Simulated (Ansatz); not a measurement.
ZrPbO3 (cubic perovskite)

```xyz
5
Lattice="4.1413 0.0000 0.0000 0.0000 4.1413 0.0000 0.0000 0.0000 4.1413" Properties=species:S:1:pos:R:3 pbc="T T T"
Zr     0.0000     0.0000     0.0000
Pb     2.0706     2.0706     2.0706
O      2.0706     0.0000     0.0000
O      0.0000     2.0706     0.0000
O      0.0000     0.0000     2.0706
```

The slice is a {110} plane (indices of the conventional cell) through the point (0.500, 0.000, 0.000) (fractional), spanned by u = [100] and v = [011] in vectors of this cell: u (4.14 Å) and v (5.86 Å, at 90° to u). It covers one period; positions are fractions (u, v).

All values below come from PBEsol (plane waves to 420 eV, PAW, scalar-relativistic; Ansatz, a quantum-chemistry and plane-wave program). k mesh 8×8×8. These are valence fields of a PAW run, semicore shells included where kept as valence: close to a nucleus they are smooth pseudo fields. Spin-orbit coupling is left out, though Pb is heavy. This is a high-temperature form of ZrPbO3. ZrPbO3 is run without spin polarisation. ZrPbO3 was relaxed with its symmetry unable to fall.

Three fields on this plane, each scaled to ten steps between its own extremes (0 low, 9 high; the total valence density on a logarithmic scale, the potential cut 8 eV below its top; x marks points blanked near nuclei; v = 0 in the bottom row):

Map A
```
|xxxxx00xxxxxxxxxx00xxxx|
|xxxxx01xxxxxxxxxx10xxxx|
|xxxx0124xxxxxxxx4210xxx|
|xxx001245xxxxxx542100xx|
|00001123455445543211000|
|11111222333333332221111|
|33332222222112222222333|
|55544332211111122334455|
|77765443211111123445677|
|99887653211111123567889|
|67898764321111234678987|
|xxx689764322223467986xx|
|xxxx6987543223457896xxx|
|xxxxx89864333346898xxxx|
|xxxxx79975433457997xxxx|
|xxxxx79975433457997xxxx|
|xxxxx79975433457997xxxx|
|xxxxx89864333346898xxxx|
|xxxx6987543223457896xxx|
|xxx689764322223467986xx|
|67898764321111234678987|
|99887653211111123567889|
|77765443211111123445677|
|55544332211111122334455|
|33332222222112222222333|
|11111222333333332221111|
|00001123455445543211000|
|xxx001245xxxxxx542100xx|
|xxxx0124xxxxxxxx4210xxx|
|xxxxx01xxxxxxxxxx10xxxx|
|xxxxx00xxxxxxxxxx00xxxx|
|xxxxx00xxxxxxxxxx00xxxx|
```

Map B
```
|xxxxx31xxxxxxxxxx13xxxx|
|xxxxx31xxxxxxxxxx13xxxx|
|xxxx6210xxxxxxxx0126xxx|
|xxx842000xxxxxx000248xx|
|99642100000000000012469|
|44321000000000000001234|
|21110000000000000000111|
|11000000000000000000001|
|00000000000000000000000|
|11100000000000000000011|
|22110000000000000000112|
|xxx211000000000000112xx|
|xxxx2100000000000012xxx|
|xxxxx11000000000011xxxx|
|xxxxx21000000000012xxxx|
|xxxxx21000000000012xxxx|
|xxxxx21000000000012xxxx|
|xxxxx11000000000011xxxx|
|xxxx2100000000000012xxx|
|xxx211000000000000112xx|
|22110000000000000000112|
|11100000000000000000011|
|00000000000000000000000|
|11000000000000000000001|
|21110000000000000000111|
|44321000000000000001234|
|99642100000000000012469|
|xxx842000xxxxxx000248xx|
|xxxx6210xxxxxxxx0126xxx|
|xxxxx31xxxxxxxxxx13xxxx|
|xxxxx31xxxxxxxxxx13xxxx|
|xxxxx31xxxxxxxxxx13xxxx|
```

Map C
```
|xxxxx00xxxxxxxxxx00xxxx|
|xxxxx00xxxxxxxxxx00xxxx|
|xxxx5200xxxxxxxx0025xxx|
|xxx764000xxxxxx000467xx|
|88887630000000000367888|
|99988753100000013578899|
|88887765432222345677888|
|55667777766666677777665|
|22345677888888887765432|
|00002467899999987642000|
|00000146899999986410000|
|xxx000257899998752000xx|
|xxxx0003689999863000xxx|
|xxxxx00257899875200xxxx|
|xxxxx00157899875100xxxx|
|xxxxx00147888874100xxxx|
|xxxxx00157899875100xxxx|
|xxxxx00257899875200xxxx|
|xxxx0003689999863000xxx|
|xxx000257899998752000xx|
|00000146899999986410000|
|00002467899999987642000|
|22345677888888887765432|
|55667777766666677777665|
|88887765432222345677888|
|99988753100000013578899|
|88887630000000000367888|
|xxx764000xxxxxx000467xx|
|xxxx5200xxxxxxxx0025xxx|
|xxxxx00xxxxxxxxxx00xxxx|
|xxxxx00xxxxxxxxxx00xxxx|
|xxxxx00xxxxxxxxxx00xxxx|
```

Problem. Assign the maps to these fields: density of the lowest conduction band (whole band as if filled, smooth part); density of the highest valence band (whole band, smooth part); electrostatic potential energy of an electron, from the cell's mean.

Solution. A is the density of the lowest conduction band (whole band as if filled, smooth part); B is the density of the highest valence band (whole band, smooth part); C is the electrostatic potential energy of an electron, from the cell's mean.
